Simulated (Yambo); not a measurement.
Absorption of a free-standing AgI monolayer (symmetry P-3m1, slab cell 17.3 Å high) with and without the electron-hole interaction (Yambo, PBEsol bands; 12×12×1 mesh, 12 valence and 4 conduction bands, static screening with 82 bands and a 3 Ry block, scissor 1.91 eV, Tamm-Dancoff, stochastic integration of W near q = 0; field along x).

```
E (eV)  Im α, BSE (Å)  Im α, independent quasiparticles (Å)
------  -------------  ------------------------------------
1.95             0.08                                  0.02
2.05             0.10                                  0.02
2.15             0.12                                  0.02
2.25             0.14                                  0.02
2.35             0.18                                  0.03
2.45             0.24                                  0.03
2.55             0.36                                  0.03
2.65             0.59                                  0.03
2.75             1.17                                  0.04
2.85             2.93                                  0.04
2.95             4.15                                  0.04
3.05             1.80                                  0.05
3.15             0.91                                  0.05
3.25             0.71                                  0.06
3.35             0.88                                  0.07
3.45             0.83                                  0.08
3.55             0.94                                  0.10
3.65             1.22                                  0.14
3.75             1.04                                  0.21
3.85             1.24                                  0.42
3.95             1.36                                  0.65
4.05             1.12                                  0.74
4.15             1.26                                  1.00
4.25             1.40                                  0.75
4.35             1.67                                  0.83
4.45             2.83                                  0.92
4.55             5.29                                  0.86
4.65             3.61                                  0.56
4.75             2.66                                  0.52
4.85             2.71                                  0.80
4.95             3.45                                  1.00
5.05             3.76                                  0.83
5.15             2.97                                  1.15
5.25             2.85                                  1.83
5.35             4.43                                  1.73
5.45             4.60                                  1.98
5.55             3.24                                  1.50
5.65             2.92                                  1.18
5.75             2.52                                  1.62
5.85             2.91                                  1.68
5.95             3.07                                  1.29
6.05             3.73                                  1.35
6.15             4.72                                  1.47
6.25             4.31                                  1.71
6.35             5.18                                  2.12
6.45             4.67                                  2.06
6.55             3.04                                  2.19
6.65             2.51                                  2.34
6.75             2.27                                  2.90
6.85             2.14                                  3.22
6.95             1.98                                  3.44
7.05             1.90                                  3.40
7.15             2.10                                  3.18
7.25             2.25                                  3.91
7.35             2.43                                  4.99
7.45             2.26                                  6.42
7.55             1.86                                  7.09
7.65             1.74                                  6.81
7.75             1.65                                  6.51
7.85             1.37                                  5.14
7.95             1.46                                  4.28
```

The scissor comes from a G0W0 run whose convergence isn't established. Broadening 0.1 eV. The band window holds all transitions up to 8.0 eV. Fine structure above the onset can come from the mesh.

Spin-orbit coupling is left out, which matters for elements this heavy: edges can move by tenths of an eV.

Geometry relaxed with PBEsol; primitive cell a = b = 4.4103 Å, c = 17.3000 Å, α = β = 90.00°, γ = 120.00°.

This is a model layer cut from the bulk structure; whether it is stable on its own was not checked.
